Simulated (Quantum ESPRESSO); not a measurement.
Hf2WO6F2 (made-up cell, one site empty) (calculated)

All values are calculated (Quantum ESPRESSO 7.5). Calculation on a made-up crystal cell, not a measurement: periodic Kohn-Sham density functional theory in plane waves with PseudoDojo standard norm-conserving scalar-relativistic pseudopotentials, each functional with its own files (v0.5 for PBE, v0.4.1 for LDA and PBEsol), no spin polarisation, no spin-orbit coupling, atoms not relaxed, stress positive in tension, energies less a fixed whole-eV offset for each atom's element; levels are Kohn-Sham levels at fractions of this cell's reciprocal vectors, counted from the reference band (half the neutral cell's valence electrons, rounded up) at Gamma; error bars cover cutoff and k-mesh only, not smearing or the files; each bar is the largest change over components, and at least 0.002 eV, 0.002 eV per angstrom or 0.02 GPa; added strain carries the atoms with the cell, and shear is the tensor component; no dispersion term; energies are for the whole cell, and the offsets were chosen from early runs and are not element reference energies.

```xyz
11
Lattice="4.7789 0.0378 0.0566 0.0378 4.7290 0.0170 0.0748 0.0225 6.1827" Properties=species:S:1:pos:R:3 formula=Hf2WO6F2 lattice_type=rutile,doubled_along_c empty_site=2 functional=pbe cutoff=1143 fermi_dirac_smearing=0.025 scf_tolerance=1e-07 electrons_removed=0 k_mesh=5_x_5_x_4,shifted_by_half_a_step pressure=-0.1116 stress_xx=2.67 stress_yy=0.6564 stress_zz=-2.992 stress_yz=0.8243 stress_xz=6.536 stress_xy=12.65 reference_band=44 error_bar_stress=0.02 error_bar_force=0.002952 error_bar_next_band_up=0.002 error_bars_from=tighter_rerun_of_this_cell
W     -0.0390     0.0310    -0.0289
Hf     0.0146    -0.0406     3.1679
Hf     2.5161     2.3810     4.6568
O      1.4604     1.4168     0.0571
O      3.3292     3.2742     0.0474
F      3.8482     0.9500     1.6191
O      0.9938     3.7897     1.5904
O      1.4806     1.4444     3.1392
F      3.3657     3.3108     3.1215
O      3.9122     0.9802     4.6523
O      0.9881     3.8194     4.6632
```

Units: cutoff, fermi_dirac_smearing, scf_tolerance, error_bar_next_band_up in eV; pressure, stress_xx, stress_yy, stress_zz, stress_yz, stress_xz, stress_xy, error_bar_stress in GPa; error_bar_force in eV/Å.

Atoms:
```tsv
atoms element	atom site
W	1
Hf	3
Hf	4
O	5
O	6
F	7
O	8
O	9
F	10
O	11
O	12
```

Forces:
```tsv
site	x (eV/Å)	y (eV/Å)	z (eV/Å)
1	3.64	-2.744	4.57
3	4.242	1.426	-4.999
4	-3.412	-1.174	0.6024
5	-3.584	-3.077	-1.395
6	3.192	3.672	-0.6309
7	-0.349	0.1359	-1.254
8	-2.813	2.306	-3.447
9	-0.9047	-0.9985	1.659
10	0.3083	0.4742	-0.5354
11	0.2989	-0.5145	2.778
12	-0.6189	0.4949	2.653
```

Levels:
```tsv
level k point	next band up (eV)
Gamma	0.6984
(1/2,1/2,1/2)	1.047
(0.15,0,0)	0.7345
(0,0.15,0)	0.7313
(0,0,0.15)	0.7709
```

Notes: for the cells of this family of runs that hold hafnium, the hafnium pseudopotential is less sure than the others, with forces about 3 percent (worst 6) and pressure in oxides about 1.5 GPa (worst 2.7) from a second method in checks, which the error bars do not cover.
